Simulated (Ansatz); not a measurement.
BaCrS2:
```yaml
crystal:
  lattice:
    - [4.50381, 0.00000, 0.00000]
    - [0.00000, 4.50381, 0.00000]
    - [0.00000, 0.00000, 8.94468]
  atoms:
    - { symbol: Ba, position: [0.00000, 0.00000, 0.30736] }
    - { symbol: Ba, position: [0.50000, 0.50000, 0.69263] }
    - { symbol: Cr, position: [0.50000, 0.50000, 0.08733] }
    - { symbol: Cr, position: [0.00000, 0.00000, 0.91265] }
    - { symbol: S, position: [0.50000, 0.00000, 0.99998] }
    - { symbol: S, position: [0.00000, 0.50000, 0.99998] }
    - { symbol: S, position: [0.50000, 0.50000, 0.34878] }
    - { symbol: S, position: [0.00000, 0.00000, 0.65120] }
```
The run is spin-polarised; directions of the spins, atom by atom: 0 0 ↓ ↑ 0 0 0 0.

Relaxed with PBEsol.

Task: Give the Bader charges and basin volumes of the independent atoms, plane-wave PAW PBEsol (Ansatz code).

Result: 

```csv
atom,Bader charge (e),Bader volume (Å³)
Ba1,+1.38,26.0
Cr3,+1.02,11.7
S5,-1.12,21.9
S7,-1.29,31.2
```

Space group P4/nmm. The workflow started from an entry of the Crystallography Open Database (COD); the relaxed space group is not among those it files for this formula. COD files the formula under space group No. 59. Whether it is the stable phase at ambient conditions was not checked. Symmetry was held in the PBEsol relaxation, as lowered by the spin order; its stability against distortions is not shown here. Spin order of the final state: antiferromagnetic, chosen from 5 collinear starts compared on coarse meshes (ties went to the first, and starts can fall back to one state), not a proven ground state. No Hubbard U is applied. Scalar-relativistic: spin–orbit coupling is off unless named, which matters more the heavier the elements.

Potentials: the later of the program's two PAW sets.
